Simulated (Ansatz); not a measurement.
Method: DFT PBE, scalar-relativistic, plane waves, PAW (Ansatz). Settings: cutoff 420 eV, Γ-centred meshes spaced at most about 0.3 Å⁻¹, and about 0.25 Å⁻¹ or finer for metals (2π included), Gaussian smearing. No spin polarisation in the final relaxations.

These are static total energies at zero pressure.

Two forms of SnGe₃Te₄ were relaxed alike.

A.

```yaml
crystal:
  lattice:
    - [4.32987, 0.00000, 0.00000]
    - [0.00000, 4.32987, 0.00000]
    - [0.00000, 0.00000, 12.23048]
  atoms:
    - { symbol: Sn, position: [0.00000, 0.00000, 0.50000] }
    - { symbol: Ge, position: [0.00000, 0.00000, 0.00000] }
    - { symbol: Ge, position: [0.50000, 0.50000, 0.24587] }
    - { symbol: Ge, position: [0.50000, 0.50000, 0.75413] }
    - { symbol: Te, position: [0.00000, 0.00000, 0.24251] }
    - { symbol: Te, position: [0.50000, 0.50000, 0.50000] }
    - { symbol: Te, position: [0.00000, 0.00000, 0.75749] }
    - { symbol: Te, position: [0.50000, 0.50000, 0.00000] }
```

B.

```yaml
crystal:
  lattice:
    - [4.48823, 0.00000, 0.00000]
    - [0.00000, 4.29681, 0.00000]
    - [-0.58710, 0.00000, 12.38530]
  atoms:
    - { symbol: Sn, position: [0.00370, 0.00000, 0.49462] }
    - { symbol: Ge, position: [0.03931, 0.00000, 0.99423] }
    - { symbol: Ge, position: [0.55096, 0.50000, 0.74454] }
    - { symbol: Ge, position: [0.53283, 0.50000, 0.23556] }
    - { symbol: Te, position: [0.97478, 0.00000, 0.76285] }
    - { symbol: Te, position: [0.48347, 0.50000, 0.51375] }
    - { symbol: Te, position: [0.95325, 0.00000, 0.24763] }
    - { symbol: Te, position: [0.46170, 0.50000, 0.00680] }
```

Question: Which form is favoured at zero pressure, and by what margin per atom?

Answer: B is lower, by 20 meV/atom. The two are nearly one structure: a small distortion parts them. A has Sn and Ge ordered on rock salt sites, space group P4/mmm (No. 123), 28.7 Å³/atom and no gap on its mesh; B has Sn and Ge ordered on rock salt sites, space group Pm (No. 6), 29.9 Å³/atom and a gap of 0.33 eV. Counting Te atoms around Ge and Sn (those within 1.25 times the shortest such distance or 1.15 times the sum of covalent radii, 1.27 where that leaves under three; a plus sign parts nearer from farther groups), A has Sn 6, Ge 6 and B has Sn 6, Ge 3+3. The lower one is the more open, so pressure narrows the difference. Both come from invented guesses.

Spin–orbit coupling, which can matter for Te, is left out. Kohn–Sham gaps at this level usually fall short of measured ones. The missing spin–orbit coupling can work the other way here. Cells relaxed within their symmetry can be saddle points. The Pm cell of SnGe3Te4 came from shaking the P4/mmm one.
